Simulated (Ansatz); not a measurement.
# What settings do to one calculation: As started on a S site next to a S vacancy in rocksalt MgS, 15 atoms, charge +1

Ansatz (PAW, plane waves), atoms fixed. The base input:

```yaml
crystal:
  lattice:
    - [10.363961, 0.000000, 0.000000]
    - [0.000000, 5.181980, 0.000000]
    - [0.000000, 0.000000, 5.181980]
  atoms:
    - { symbol: S, position: [0.751521, 0.995702, 0.006967] }
    - { symbol: S, position: [0.005926, 0.500026, 0.006672] }
    - { symbol: S, position: [0.978878, 0.011854, 0.475167] }
    - { symbol: S, position: [0.503298, 0.013281, 0.545862] }
    - { symbol: S, position: [0.246773, 0.543291, 0.494105] }
    - { symbol: S, position: [0.737517, 0.503211, 0.530672] }
    - { symbol: As, position: [0.507241, 0.476201, 0.002089] }
    - { symbol: Mg, position: [0.997366, 0.004890, 0.990004] }
    - { symbol: Mg, position: [0.513914, 0.967066, 0.986378] }
    - { symbol: Mg, position: [0.268003, 0.508213, 0.012057] }
    - { symbol: Mg, position: [0.766108, 0.498162, 0.998098] }
    - { symbol: Mg, position: [0.244537, 0.013881, 0.512597] }
    - { symbol: Mg, position: [0.762638, 0.010822, 0.513797] }
    - { symbol: Mg, position: [0.983863, 0.495339, 0.503429] }
    - { symbol: Mg, position: [0.495335, 0.525087, 0.497357] }
kpoints:
  mp_grid: { grid: [2, 2, 2], shift: [0.5, 0.5, 0.5] }
hamiltonian:
  xc: pbesol
total_charge: 1
scf:
  occupations: { method: fermi_dirac, width: 0.01 }
output:
  forces: true
  eigenvalues: true
  populations: true
  charged_corrections: { epsilon: 10 }
```

Command:

```sh
ansatz run in.yaml --threads 8 --pin off --max-ram 13300MiB --runs-dir r --events-out ev --progress --plain
```

It converged in 10 iterations and 2.9 s of wall time on 8 threads of an EPYC 7R43 processor, on a host shared with other runs; peak host memory 0.8 GiB; largest force component 3.06 eV/Å. The cutoff was the default, 420 eV. The base isn't a converged reference: it has few k points, and its atoms are unrelaxed. Each run below changes the keys shown and caps the iterations.

```tsv
run	changed	ending	iterations	free energy less the base (meV per atom)	rms change of forces (eV/Å)	change of pressure (GPa)	wall time (s, shared host)
1	occupations fixed, xc_grid 2 (2 is the default), max_iter 60	converged	11	0.0	0.000	–	2.5 CPU
2	ecutrho_ratio 1, max_iter 50	converged	13	-91.1	0.205	–	2.9 CPU
3	accuracy high, width 0.1 eV, max_iter 80	converged	12	-5.1	0.093	–	2.9 CPU
4	xc_grid 3 (2 is the default), max_iter 60	converged	10	0.0	0.000	–	2.6 CPU
5	mixing algorithm anderson, max_iter 100	converged	11	0.0	0.000	–	2.3 CPU
6	xc rpbe, max_iter 80	converged	10	other zero	0.095	–	2.2 CPU
7	xc pbe, max_iter 50	converged	10	other zero	0.046	–	2.7 CPU
8	occupations methfessel_paxton, max_iter 70, k points a 1×1×2 mesh centred on Γ	converged	18	49.0	0.448	–	1.6 CPU
```

«Other zero»: another functional, charge or dispersion term moves the zero of energy, so the difference says nothing of accuracy.

Problem. Which changes leave the result alone, and which of the same physical model moves the forces most?

Solution. The forces move by under 0.002 eV/Å in runs 1, 4, 5. Run 8 (occupations methfessel_paxton, max_iter 70, k points a 1×1×2 mesh centred on Γ) moves them most among the runs with the same functional, charge and dispersion term, by 0.448 eV/Å.
